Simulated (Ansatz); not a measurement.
A relaxation computed with Ansatz, from input to last step.

```yaml
crystal:
  lattice:
    - [5.2046787667, -2.7091218835, 0.0]
    - [5.2046787667, 2.7091218835, 0.0]
    - [0.0, 0.0, 5.4255630098]
  atoms:
    - { symbol: Co, position: [0.6171739854, 0.6171739854, 0.0] }
    - { symbol: Co, position: [0.1171739854, 0.1171739854, 0.5] }
    - { symbol: Co, position: [0.3828260146, 0.3828260146, 0.0] }
    - { symbol: Co, position: [0.8828260146, 0.8828260146, 0.5] }
    - { symbol: Ge, position: [0.6575354888, 0.3424645112, 0.6576988246] }
    - { symbol: Ge, position: [0.3424645112, 0.6575354888, 0.3423011754] }
    - { symbol: Ge, position: [0.8424645112, 0.1575354888, 0.1576988246] }
    - { symbol: Ge, position: [0.1575354888, 0.8424645112, 0.8423011754] }
    - { symbol: Ge, position: [1.0020419206, 0.4979580794, 0.75] }
    - { symbol: Ge, position: [0.4979580794, 1.0020419206, 0.25] }
    - { symbol: Ge, position: [-0.0020419206, 0.5020419206, 0.25] }
    - { symbol: Ge, position: [0.5020419206, -0.0020419206, 0.75] }
basis:
  ecutwfc: 420
kpoints:
  mp_grid: { grid: [8, 8, 6] }
hamiltonian:
  xc: pbesol
scf:
  occupations: { method: gaussian, width: 0.1 }
output:
  forces: true
  stress: true
  eigenvalues: true
relax:
  adjacent_minimum: "off"
  f_tol: 0.01
  max_steps: 30
  cell: { stress_tol: 0.1, fix: [volume] }
```

```bash
ansatz run input.yaml --threads 2 --pin off --max-ram 5120MiB --backend cpu --events-out ev --progress --plain --runs-dir out
```

Computed with DFT PBEsol, scalar-relativistic, plane waves, PAW in Ansatz.

The volume is held at 0.91 times that of the relaxed cell.

Of 4 frames 3 are shown, positions in Å and forces in eV/Å; the SCF threshold varies from step to step. Steps run on the plane waves of an earlier cell, with a Pulay correction in the pressure. The basis is chosen afresh for the last frame, the zero of the energies, and at times for earlier ones too; energy and pressure can step there, also at an unchanged geometry. Where two frames share a geometry here, they differ by under 2 meV/atom and 0.3 GPa. Spin polarisation was left out; whether the Co atoms would carry moments isn't shown by this run.

```xyz
12
Lattice="5.2047 -2.7091 0.0000 5.2047 2.7091 0.0000 0.0000 0.0000 5.4256" Properties=species:S:1:pos:R:3:forces:R:3 pbc="T T T" step=1 free_energy_over_end_meV_per_atom=0.05 pressure_GPa=17.31
Co    6.4244    0.0000    0.0000    0.0528    0.0000    0.0000
Co    1.2197    0.0000    2.7128    0.0528    0.0000    0.0000
Co    3.9850    0.0000    0.0000   -0.0528    0.0000    0.0000
Co    9.1897    0.0000    2.7128   -0.0528    0.0000    0.0000
Ge    5.2047   -0.8536    3.5684    0.0000    0.0398   -0.0363
Ge    5.2047    0.8536    1.8572    0.0000   -0.0398    0.0363
Ge    5.2047   -1.8556    0.8556    0.0000   -0.0398   -0.0363
Ge    5.2047    1.8556    4.5700    0.0000    0.0398    0.0363
Ge    7.8070   -1.3656    4.0692    0.0000   -0.0041    0.0000
Ge    7.8070    1.3656    1.3564    0.0000    0.0041    0.0000
Ge    2.6023    1.3656    1.3564    0.0000    0.0041    0.0000
Ge    2.6023   -1.3656    4.0692    0.0000   -0.0041    0.0000
12
Lattice="5.2030 -2.7096 0.0000 5.2030 2.7096 0.0000 0.0000 0.0000 5.4264" Properties=species:S:1:pos:R:3:forces:R:3 pbc="T T T" step=2 free_energy_over_end_meV_per_atom=0.01 pressure_GPa=17.29
Co    6.4233    0.0000    0.0000    0.0246    0.0000    0.0000
Co    1.2203    0.0000    2.7132    0.0246    0.0000    0.0000
Co    3.9827    0.0000    0.0000   -0.0246    0.0000    0.0000
Co    9.1857    0.0000    2.7132   -0.0246    0.0000    0.0000
Ge    5.2030   -0.8522    3.5676    0.0000    0.0154   -0.0128
Ge    5.2030    0.8522    1.8588    0.0000   -0.0154    0.0128
Ge    5.2030   -1.8573    0.8544    0.0000   -0.0154   -0.0128
Ge    5.2030    1.8573    4.5720    0.0000    0.0154    0.0128
Ge    7.8045   -1.3660    4.0698    0.0000   -0.0029    0.0000
Ge    7.8045    1.3660    1.3566    0.0000    0.0029    0.0000
Ge    2.6015    1.3660    1.3566    0.0000    0.0029    0.0000
Ge    2.6015   -1.3660    4.0698    0.0000   -0.0029    0.0000
12
Lattice="5.2015 -2.7099 0.0000 5.2015 2.7099 0.0000 0.0000 0.0000 5.4272" Properties=species:S:1:pos:R:3:forces:R:3 pbc="T T T" step=4 free_energy_over_end_meV_per_atom=0.00 pressure_GPa=17.27
Co    6.4224    0.0000    0.0000    0.0007    0.0000    0.0000
Co    1.2209    0.0000    2.7136    0.0007    0.0000    0.0000
Co    3.9806    0.0000    0.0000   -0.0007    0.0000    0.0000
Co    9.1822    0.0000    2.7136   -0.0007    0.0000    0.0000
Ge    5.2015   -0.8514    3.5674    0.0000    0.0001    0.0006
Ge    5.2015    0.8514    1.8598    0.0000   -0.0001   -0.0006
Ge    5.2015   -1.8585    0.8538    0.0000   -0.0001    0.0006
Ge    5.2015    1.8585    4.5734    0.0000    0.0001   -0.0006
Ge    7.8023   -1.3666    4.0704    0.0000   -0.0008    0.0000
Ge    7.8023    1.3666    1.3568    0.0000    0.0008    0.0000
Ge    2.6008    1.3666    1.3568    0.0000    0.0008    0.0000
Ge    2.6008   -1.3666    4.0704    0.0000   -0.0008    0.0000
```

It took 3.2 min on 2 threads of Intel(R) Xeon(R) Platinum 8488C (Sapphire Rapids), with other jobs on the host, peak memory 1.3 GiB.